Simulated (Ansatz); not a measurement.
## Structures of Ta$_{2}$Tl: which is lowest?

Plane-wave DFT in Ansatz with scalar-relativistic PAW potentials, cutoff 420 eV, Γ-centred meshes chosen by cell and gap, Gaussian smearing with energies taken to zero width. Every cell was relaxed (cell and atoms) in a run of its own, within the symmetry of its start. Functional: PBE.

Relaxed structures (starts from databases or built by putting these elements on another compound's sites):
A. Fd-3m, 6 atoms in the computed cell, a = 7.962 Å; sites (symmetry × multiplicity) Ta .-3m × 16, Tl -43m × 8; start: built
B. P6/mmm, 3 atoms in the computed cell, a = 4.879 Å, c = 2.912 Å; sites (symmetry × multiplicity) Ta -6m2 × 2, Tl 6/mmm × 1; start: built

Q: Rank them by energy. Could pressure change the order?

A:
```csv
structure,group,E − E(lowest) (meV/atom),V (Å³/atom),gap on mesh (eV)
B,P6/mmm,0.0,20.01,0.00
A,Fd-3m,19.3,21.03,0.00
```

B is lowest, 19 meV/atom under A. The lowest is also the densest of these, so pressure wouldn't bring one of the others in at first order. Other structures may lie lower than all of these, and vibrations aren't counted.

Spin-orbit coupling is left out, which matters for the bands of heavy elements. For Tl, Pb and Bi spin-orbit coupling shifts energies too.